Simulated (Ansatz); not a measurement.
A distorted cell of As (A7 type, space group R-3m):

```xyz
2
Lattice="1.9412 1.1208 3.6933 -1.9412 1.1208 3.6933 0.0000 -2.2415 3.6933" Properties=species:S:1:pos:R:3 pbc="T T T"
As     0.0000     0.0000     2.4697
As     0.0000     0.0000     8.6103
```

All values below come from r2SCAN+rVV10 (plane waves to 500 eV, PAW, scalar-relativistic; Ansatz, an electronic-structure program). k mesh 15×15×15 (Γ-centred), Fermi-Dirac smearing 0.05 eV. E stands for the smeared free energy. Compression counts positive. As was relaxed with its symmetry unable to fall.

### Question
What is the stress tensor (GPa)?

### Answer
```
   -5.8      0.0      0.0
    0.0     -5.8      0.0
    0.0      0.0     -2.2
```
The pressure, a third of the trace, is -4.6 GPa.

### Question
It is the relaxed cell scaled evenly to V/V₀ = 1.100, atoms relaxed where free. What is its energy relative to the relaxed cell?

### Answer
34 meV/atom.

(A scan under strain: stresses follow from slopes of the energy per volume, elastic moduli from its curvatures.)
